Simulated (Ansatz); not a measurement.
TiS₂:
```
TiS2
1.0
    3.31487     0.00000     0.00000
   -1.65744     2.87076     0.00000
    0.00000     0.00000     5.44224
Ti S
1 2
Cartesian
  0.00000   0.00000   0.00000
  0.00000   1.91384   1.42109
  1.65744   0.95692   4.02115
```

Relaxed with LDA. Special points in fractions of this cell's reciprocal vectors: Γ (0.000, 0.000, 0.000); M (0.500, 0.000, 0.000); K (0.333, 0.333, 0.000); A (0.000, 0.000, 0.500); L (0.500, 0.000, 0.500); H (0.333, 0.333, 0.500).

List the band energies nearest the Fermi level at these points for plane-wave PAW LDA (Ansatz code).

In eV from the Fermi level; about four levels below and three above (degenerate sets whole), none deeper than 8.9 eV; points with the same levels are listed once.

```json
[
 {"k": "Γ", "below": "-5.95 -2.79 -2.79", "above": "0.30 0.30 0.31"},
 {"k": "M", "below": "-3.14 -3.00 -2.65 -1.62", "above": "0.17 1.77 2.25"},
 {"k": "K", "below": "-4.44 -4.44 -2.82 -2.82 -2.35", "above": "1.36 2.05 2.05"},
 {"k": "A", "below": "-3.83 -2.89 -2.71 -2.71", "above": "0.00 0.00 0.53 0.53"},
 {"k": "L", "below": "-2.95 -1.07 -1.06 -0.23", "above": "1.76 2.21 3.52"},
 {"k": "H", "below": "-3.92 -3.44 -2.23 -2.23", "above": "1.38 1.53 1.53"}
]
```

Space group P-3m1 (CdI2 type). Symmetry was held in the LDA relaxation; phonons on a q-mesh show no instability. No spin polarisation was allowed. A crystal of weakly bound layers computed without a dispersion correction: the cell and the soft elastic constants depend strongly on that.

Potentials: the later of the program's two PAW sets.
